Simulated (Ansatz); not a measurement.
Computed with Ansatz 0.2.0, DFT PBE, scalar-relativistic, plane waves, PAW. Settings: cutoff 420 eV, Γ-centred meshes spaced at most about 0.3 Å⁻¹, and about 0.25 Å⁻¹ or finer for metals (2π included), Gaussian smearing. No spin polarisation in the final relaxations.

These are static total energies at zero pressure. All come from trial cells, and lower structures may exist.

Question: Order these relaxed structures of ScSn₃Se by energy, lowest first, with the energy over the lowest of them.
A.

```xyz
5
Lattice="4.3988 0.0000 0.0000 0.0000 4.3988 0.0000 0.0000 0.0000 7.5970" Properties=species:S:1:pos:R:3 pbc="T T T"
Sc    0.0000    0.0000    1.0963
Sn    0.0000    2.1994    3.2411
Sn    2.1994    2.1994    0.5428
Sn    2.1994    0.0000    3.2411
Se    2.1994    2.1994    5.3094
```

B.

```xyz
5
Lattice="6.1268 0.0000 0.0000 -3.0634 5.3060 0.0000 0.0000 0.0000 5.1356" Properties=species:S:1:pos:R:3 pbc="T T T"
Sc    0.0000    0.0000    2.5678
Sn    3.0634    0.0000    2.5678
Sn   -1.5317    2.6530    2.5678
Sn    1.5317    2.6530    2.5678
Se    0.0000    0.0000    0.0000
```

C.

```xyz
5
Lattice="4.7672 0.0000 0.0000 -2.3836 4.1285 0.0000 0.0000 0.0000 6.7545" Properties=species:S:1:pos:R:3 pbc="T T T"
Sc    2.3836    1.3762    0.0000
Sn    0.0000    2.7523    1.8366
Sn    0.0000    2.7523    4.9179
Sn    2.3836    1.3762    3.3772
Se    0.0000    0.0000    0.0000
```

D.

```xyz
5
Lattice="3.9930 2.3054 2.9199 -3.9930 2.3054 2.9199 0.0000 -4.6108 2.9199" Properties=species:S:1:pos:R:3 pbc="T T T"
Sc    0.0000    0.0000    4.3798
Sn    1.5536   -2.6909    4.3798
Sn   -3.1072    0.0000    4.3798
Sn    1.5536    2.6909    4.3798
Se    0.0000    0.0000    0.0000
```

Answer: C (0 meV/atom), B (196 meV/atom), A (256 meV/atom), D (604 meV/atom). Forms: C P-6m2; B P6/mmm; A P4mm; D R32. Counting Sc or Sn atoms around Se (for each partner element, those within 1.25 times its shortest distance or 1.15 times the sum of covalent radii, where it is the nearest in units of that sum or under 1.3; a plus sign parts groups by distance over the sum of covalent radii): C has Se 3+6; B has Se 2; A has Se 5; D has Se 6.

Cells relaxed within their symmetry can be saddle points. Some structure types and database cells were kept out of the candidates from the start, so a known form may be missing.
